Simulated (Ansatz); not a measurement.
Cu$_{3}$Pd:
```
Cu3Pd
1.0
    3.61268     0.00000     0.00000
    0.00000     3.61268     0.00000
    0.00000     0.00000     3.61268
Cu Pd
3 1
Cartesian
  0.00000   1.80634   1.80634
  1.80634   0.00000   1.80634
  1.80634   1.80634   0.00000
  0.00000   0.00000   0.00000
```

This is the LDA-relaxed structure.

**Question.** All from DFT-LDA in the program Ansatz with PAW potentials, unless another level is named. Predict the bulk modulus (Birch–Murnaghan fit).

**Answer.** 198 GPa.

**Question.** Give the highest zone-centre frequency.

**Answer.** 260 cm⁻¹.

**Question.** And the elastic constants (relaxed ions, GPa)?

**Answer.** C11 = 244, C12 = 175, C44 = 92.7.

Space group Pm-3m (Cu3Au type). The workflow started from a Materials Project entry (that database holds measured and hypothetical structures alike); the Crystallography Open Database files this formula in space group No. 221, but the cells were not matched. Whether it is the stable phase at ambient conditions was not checked. The LDA relaxation kept the symmetry of its start; its stability against distortions is not shown here. The run is not spin-polarised. As this level gives no gap, shear constants depend on the k-mesh and smearing (Fermi–Dirac, 0.1 eV here). As this level gives no gap, phonon frequencies hold no LO–TO term and depend on the k-mesh and smearing (Fermi–Dirac, 0.1 eV here).

Potentials: the later of the program's two PAW sets.
